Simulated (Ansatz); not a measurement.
# BeZnF₄ (F-43m) at 2 levels of theory

One geometry, relaxed with PBE; plane waves with PAW potentials in Ansatz, scalar-relativistic. No spin polarisation. Gaps are the least over mesh and band path; pressure is positive in compression.

```cif
data_structure
_symmetry_space_group_name_H-M 'F-43m'
_symmetry_Int_Tables_number 216
_cell_length_a 8.0315
_cell_length_b 8.0315
_cell_length_c 8.0315
_cell_angle_alpha 90.000
_cell_angle_beta 90.000
_cell_angle_gamma 90.000
_cell_volume 518.06
loop_
_atom_site_label
_atom_site_type_symbol
_atom_site_symmetry_multiplicity
_atom_site_Wyckoff_symbol
_atom_site_fract_x
_atom_site_fract_y
_atom_site_fract_z
_atom_site_occupancy
Be1 Be 4 c 0.25000 0.25000 0.25000 1
Zn1 Zn 4 b 0.50000 0.00000 0.00000 1
F1 F 16 e 0.63767 0.13767 0.86233 1
```

| level | cutoff (eV) | k mesh | gap (eV) | pressure (GPa) |
| --- | --- | --- | --- | --- |
| PBE | 420 | 6×6×6 | 5.88 | 0.0 |

Question: What comes out on the same cell with PBEsol?

Answer:
```csv
level,cutoff (eV),k mesh,gap (eV),pressure (GPa)
PBEsol,420,6×6×6,5.93,-1.6
```

It was reached by relaxing an invented guess, and it needn't be the stable form of this composition.
